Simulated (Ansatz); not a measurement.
The start is a generated cell, Y placed in the AFLOW prototype A_hR3_166_ac (C19, as in Sm). The structure is fully relaxed (lattice and positions, P = 0) with r2SCAN (plane waves to 500 eV, PAW, scalar-relativistic; Ansatz, a quantum-chemistry and plane-wave program). The first steps use a coarse 10×10×10 k-mesh.

The start:
```yaml
crystal:
  lattice:
    - [1.80969, 1.04482, 8.74741]
    - [-1.80969, 1.04482, 8.74741]
    - [0.00000, -2.08965, 8.74741]
  atoms:
    - { symbol: Y, position: [0.00000, 0.00000, 0.00000] }
    - { symbol: Y, position: [0.22222, 0.22222, 0.22222] }
    - { symbol: Y, position: [0.77778, 0.77778, 0.77778] }
```

Problem. How much energy is released per atom?

Solution. Under 0.01 eV/atom.

Problem. How does the volume per atom move from start to end?

Solution. +0.6 %, from 33.08 to 33.28 Å³/atom.

Problem. Is the relaxed structure metallic? Give its gap.

Solution. Zero (metallic).

Problem. Give the final cell and atomic positions.

Solution. 
Space group R-3m, hexagonal axes (No. 166); a = b = 3.6522 Å, c = 25.9313 Å, α = β = 90.00°, γ = 120.00°

```tsv
atom	site	symmetry	x	y	z
Y	3a	-3m	0.0000	0.0000	0.0000
Y	6c	3m	0.0000	0.0000	0.2216
```
(The calculation used a cell of 3 atoms; values per cell refer to that cell.)

The space group stays R-3m (No. 166) (the run could not lower it); the end is AFLOW prototype A_hR3_166_ac (C19, as in Sm), with 3 atoms in the primitive cell. Final values are on a 15×15×15 k-mesh of the relaxed cell. No spin polarisation in the result.

The run could not lose the symmetry of its start: the end is stationary, and may be a saddle point rather than a minimum.

The relaxed structure here is a generated cell of Y: the first start was made by placing the elements on the sites of a structure type, and the end was not matched to a known phase here, so it may be hypothetical. Known forms of Y include space group No. 194.
